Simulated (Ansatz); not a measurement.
Method: r2SCAN, no spin polarisation; PAW, plane waves to 500 eV, 7×7×7 Γ-centred mesh, gaussian occupations (width 0.0441 eV) (Ansatz 0.2.0), atoms fixed.

Computed maps in the lattice plane spanned by b (left to right, 5.78 Å, 18 points from zero) and c (bottom to top, 5.78 Å, 18 points from zero), 60° apart, at height 0.250 along a. The fields are smooth PAW ones with compensation charges, not the true ones near nuclei.

Valence density. Digits on a logarithmic scale: 0 up to 0.03 e/Å³, each further digit a factor of 1.6, 9 from 1.3 e/Å³ up:
```
666654333346666666
679986422357998766
689999632257999976
579999852246999986
558999963225899996
445899964223589996
433567764212356776
433445543211224554
455554332222222233
567876422234432223
578998642346665323
589889864357998643
479857986457999964
468975897546999985
446898898545899996
434689987533589996
433467876533457876
544444555444455666
```

The cell is Ba₂NaIrO₆. Which atoms lie within 0.2 Å of this plane, and where (fractions of b and c)?

Ba at (0.25, 0.25), O at (0.78, 0.22), O at (0.78, 0.78), O at (0.22, 0.78). The whole cell:
```
Na Ba Ir O
1.0
     0.00000    4.08930    4.08930
     4.08930    0.00000    4.08930
     4.08930    4.08930    0.00000
Na Ba Ir O
1 2 1 6
Direct
  0.50000 0.50000 0.50000
  0.25000 0.25000 0.25000
  0.75000 0.75000 0.75000
  0.00000 0.00000 0.00000
  0.77600 0.22400 0.22400
  0.22400 0.77600 0.22400
  0.22400 0.77600 0.77600
  0.77600 0.22400 0.77600
  0.22400 0.22400 0.77600
  0.77600 0.77600 0.22400
```

Origin: a known structure type with other elements, at an estimated volume, so it need not be a known compound. Caveats: many states at the Fermi level without spin polarisation, so a magnetic state may lie lower; atoms or cell far from equilibrium.
